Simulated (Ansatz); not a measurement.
The start is a relaxed Ge cell displaced along its unstable phonon at q = (½, 0, ½) of its primitive reciprocal cell (52i cm⁻¹), largest move 0.15 Å. The structure is fully relaxed (lattice and positions, P = 0) with PBEsol (plane waves to 420 eV, PAW, scalar-relativistic; Ansatz, a first-principles code). The first steps use a coarse 13×13×13 k-mesh.

Input geometry:
```
Ge
1.0
    5.67578     0.00000     0.00000
   -1.41894     2.45768     0.00000
    2.83789     0.00000     2.63644
Ge
2
Direct
  0.00000   0.94714   0.00000
  0.50000   0.05286   0.00000
```

Energy released: 0.01 eV/atom
Relative to the parent: It does not go back: it reaches I4₁/amd (No. 141), AFLOW prototype A_tI4_141_a (A5, as in Sn), 0.02 eV/atom below the parent
Shortest distances (start → end): The closest pairs of elements (up to four, under 3.6 Å), start → end: Ge–Ge 2.65 → 2.65 Å
Band gap at the end: zero (metallic)
Optimiser moves: 10

Final structure:

```cif
data_Ge4
_chemical_formula_sum 'Ge4'
_space_group_name_H-M_alt 'I41/amd :1'
_space_group_IT_number 141
_space_group_name_Hall 'I 4bw 2bw -1bw'
_cell_length_a 5.11868
_cell_length_b 5.11868
_cell_length_c 2.80123
_cell_angle_alpha 90.000
_cell_angle_beta 90.000
_cell_angle_gamma 90.000
loop_
_atom_site_label
_atom_site_type_symbol
_atom_site_symmetry_multiplicity
_atom_site_Wyckoff_symbol
_atom_site_fract_x
_atom_site_fract_y
_atom_site_fract_z
_atom_site_occupancy
Ge1 Ge 4 a 0.00000 0.00000 0.00000 1
```
(The calculation used a cell of 2 atoms; values per cell refer to that cell.)

Final values are on a 19×19×19 k-mesh of the relaxed cell. No spin polarisation in the result.

The run could not lose the symmetry of its start.

Of the parent cell (P6/mmm (No. 191)): it is a generated cell of Ge: the first start was made by placing the elements on the sites of a structure type, and the end was not matched to a known phase here, so it may be hypothetical. Known forms of Ge include space group No. 227.

The relaxed structure has the type that Ge is known to take under pressure; here it was relaxed at zero pressure, from a generated start.
